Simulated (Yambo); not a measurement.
Cs$_{2}$LiAlF$_{6}$ (space group P-3m1, No. 164), G0W0@LDA in Yambo; all else as in the reference (3×3×2 Γ-centred k mesh, bands 2 to 191 and a 6 Ry block in the screening, 191 bands in G with the Bruneval-Gonze terminator, plasmon pole fitted at 27.2 eV). One parameter is varied: the cutoff of the wavefunctions in Yambo, over 10, 20, 30, 50, 84 Ry.

Q: From which value on does the gap Γ → Γ stay within 0.05 eV of the largest setting?

A: From 30 Ry on.
| cutoff of the wavefunctions in Yambo (Ry) | G0W0 gap (eV) | valence shift (eV) |
|---|---|---|
| 10 | 9.82 | -1.58 |
| 20 | 10.60 | -2.42 |
| 30 | 10.68 | -2.56 |
| 50 | 10.72 | -2.61 |
| 84 | 10.72 | -2.61 |
The last step of the sweep still moves the gap by 3 meV; the other settings are held fixed.

Geometry of the Materials Project entry, not relaxed at this level; primitive cell a = b = 6.2979 Å, c = 5.1033 Å, α = β = 90.00°, γ = 120.00°.

The structure is a Materials Project entry; no match was found in the copy of COD used, and its stability was not checked.

A shift is the quasiparticle energy of the state minus its LDA energy.
